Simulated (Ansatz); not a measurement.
Relaxed CsPbCl3 (cubic perovskite):

```yaml
crystal:
  lattice:
    - [5.67354, 0.00000, 0.00000]
    - [0.00000, 5.67354, 0.00000]
    - [0.00000, 0.00000, 5.67354]
  atoms:
    - { symbol: Cs, position: [0.00000, 0.00000, 0.00000] }
    - { symbol: Pb, position: [0.50000, 0.50000, 0.50000] }
    - { symbol: Cl, position: [0.00000, 0.50000, 0.50000] }
    - { symbol: Cl, position: [0.50000, 0.50000, 0.00000] }
    - { symbol: Cl, position: [0.50000, 0.00000, 0.50000] }
```

In this cell atom 1 (Cs, nearest neighbour Cl at 4.012 Å; its periodic images, 5.7 Å or more away, move with it) is moved by s towards the nearest neighbour, unit vector (-0.707, -0.707, 0.000); all other atoms and the cell stay fixed.

All values below come from r2SCAN (plane waves to 500 eV, PAW, scalar-relativistic; Ansatz, a program for electronic structure). k mesh 5×5×5 (Γ-centred), Fermi-Dirac smearing 0.05 eV. E stands for the smeared free energy. CsPbCl3 was relaxed with its symmetry unable to fall. Spin-orbit coupling is left out, though Pb is heavy. The PAW data are Ansatz's earlier set. This is a high-temperature form of CsPbCl3. The zero of ΔE is the undisplaced structure.

Successive frames, forces in eV/Å:

| frame | ΔE (meV/cell) | F on Cs1 | F on Pb2 | F on Cl3 | F on Cl4 | F on Cl5 |
|---|---|---|---|---|---|---|
| s = 0.240 Å | 5 | (0.033, 0.033, 0.000) | (-0.042, -0.042, 0.000) | (-0.018, 0.016, 0.000) | (0.011, 0.011, 0.000) | (0.016, -0.018, 0.000) |
| s = 0.000 Å | 0 | (0.000, 0.000, 0.000) | (0.000, 0.000, 0.000) | (0.000, 0.000, 0.000) | (0.000, 0.000, 0.000) | (0.000, 0.000, 0.000) |
| s = -0.240 Å | 5 | (-0.033, -0.033, 0.000) | (0.042, 0.042, 0.000) | (0.018, -0.016, 0.000) | (-0.011, -0.011, 0.000) | (-0.016, 0.018, 0.000) |

What are the energy and the forces in the next frame, s = -0.480 Å?

ΔE (meV/cell) = 28.

| atom | Fx | Fy | Fz |
|---|---|---|---|
| Cs1 | -0.114 | -0.114 | 0.000 |
| Pb2 | 0.088 | 0.088 | 0.000 |
| Cl3 | 0.034 | -0.026 | 0.000 |
| Cl4 | 0.018 | 0.018 | 0.000 |
| Cl5 | -0.026 | 0.034 | 0.000 |

(For displaced atoms, the force is minus the slope of the energy, and its curvature is a force constant, which sets phonon frequencies.)
